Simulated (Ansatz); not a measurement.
This cell of Au (fcc, Cu type) is off equilibrium:

```
Au
1.0
    0.00000     4.15718     4.15718
    2.07859     0.00000     2.07859
    2.07859     2.07859     0.00000
Au
2
Direct
  0.03125   0.97917   0.97917
  0.46875   0.02083   0.02083
```

Calculation: PBE (plane waves to 420 eV, PAW, scalar-relativistic; Ansatz, a quantum-chemistry and plane-wave program). k mesh 19×19×19 (Γ-centred), Fermi-Dirac smearing 0.05 eV. Stress and pressure are positive under compression. With partly filled bands, energies and forces of such displacements shift with the k mesh and the smearing. Au was relaxed with its symmetry unable to fall. Spin-orbit coupling is left out, though Au is heavy.

Task: What forces act on the atoms (eV/Å, Cartesian)?

Result: 
```
atom      Fx      Fy      Fz
----  ------  ------  ------
Au1    1.409  -1.409  -1.409
Au2   -1.409   1.409   1.409
```

Task: What is the stress tensor (GPa)?

Result: 
```
    7.8     -1.6     -1.6
   -1.6      7.8      1.6
   -1.6      1.6      7.8
```
The pressure, a third of the trace, is 7.8 GPa.

(For displaced atoms, the force is minus the slope of the energy, and its curvature is a force constant, which sets phonon frequencies.)
